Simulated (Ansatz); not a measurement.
The relaxed structure here is a generated cell of WC: the first start was made by placing the elements on the sites of a structure type, and the end was not matched to a known phase here, so it may be hypothetical. Known forms of WC include space group No. 187.

One starting cell of WC (a generated trial cell of WC in the MnP structure type) was relaxed twice with Ansatz (plane waves, PAW, scalar-relativistic): with r2SCAN at 500 eV and with PBE at 420 eV. The r2SCAN result:

```
CELL_PARAMETERS angstrom
      2.90876     0.00000     0.00000
     -1.45438     2.51906     0.00000
      0.00000     0.00000     5.72730
ATOMIC_POSITIONS crystal
  W  0.00000 0.00000 0.00000
  W  0.00000 0.00000 0.50000
  C  0.66667 0.33333 0.25000
  C  0.33333 0.66667 0.75000
```

```json
[
 {"quantity": "space group", "r2SCAN": "P6₃/mmc", "PBE": "P6₃/mmc"},
 {"quantity": "volume (Å³/atom)", "r2SCAN": "10.49", "PBE": "10.60"},
 {"quantity": "a (Å)", "r2SCAN": "2.909", "PBE": "2.918"},
 {"quantity": "c (Å)", "r2SCAN": "5.727", "PBE": "5.752"},
 {"quantity": "gap (eV, no spin-orbit coupling)", "r2SCAN": "0.00", "PBE": "0.00"}
]
```

Both levels end in the same structure; PBE's volume is 1.0 % larger. Neither column is exact.

No spin polarisation in the result.

The run could not lose the symmetry of its start: the end is stationary, and may be a saddle point rather than a minimum.

Ansatz is a first-principles code.
